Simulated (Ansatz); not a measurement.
The start is a generated trial cell of ZnCu in the AFLOW prototype AB_hP2_187_d_a (B_h, as in WC). A full variable-cell relaxation at zero pressure is run with PBEsol (plane waves to 420 eV, PAW, scalar-relativistic; Ansatz, an electronic-structure program). First-step values are on the input's coarse k-mesh.

Ansatz input (later rounds restart from its end on a renewed k-mesh):
Ansatz 0.2 input:
```yaml
crystal:
  lattice:
    - [3.1141663, 0, 0]
    - [-1.5570832, 2.6969472, 0]
    - [0, 0, 3.0392721]
  atoms:
    - { symbol: Cu, position: [0, 0, 0] }
    - { symbol: Zn, position: [0.66666667, 0.33333333, 0.5] }
basis: { ecutwfc: 420, ecutrho_ratio: 4, xc_grid: 2, fft_grid_basis: typed }
kpoints: { mp_grid: { grid: [12, 12, 11] } }
hamiltonian:
  xc: pbesol
  dispersion: none
  pseudopotentials: { kind: paw }
scf: { occupations: { method: fermi_dirac, width: 0.05 } }
relax: { f_tol: 0.01, max_steps: 100, cell: { stress_tol: 0.02 } }
output: { forces: true, stress: true }
```

Q: How large is the pressure on the unrelaxed cell, and of which sign?

A: +12.7 GPa (positive: the cell is compressed).

Q: How much energy is released per atom?

A: 0.32 eV/atom.

Q: How does the volume per atom move from start to end?

A: -3.3 %, from 12.76 to 12.34 Å³/atom.

Q: How do the shortest distances between atoms change?

A: The closest pairs of elements (up to four, under 3.6 Å), start → end: Cu–Zn 2.35 → 2.56 Å; Cu–Cu 3.04 → 2.62 Å; Zn–Zn 3.04 → 2.62 Å.

Q: What band gap does the relaxed structure have at this level?

A: No gap (metallic).

The space group stays P-6m2 (No. 187) (the run could not lower it), with 2 atoms in the primitive cell. Final values are on a 20×20×11 k-mesh of the relaxed cell. No spin polarisation in the result.

The run could not lose the symmetry of its start; a randomly shaken copy of 4 atoms returns to this structure.

All atoms sit on sites fixed by symmetry, so only the cell could relax.

The relaxed structure here is a generated cell of ZnCu: the first start was made by placing the elements on the sites of a structure type, and the end was not matched to a known phase here, so it may be hypothetical. Known forms of ZnCu include space group No. 221.
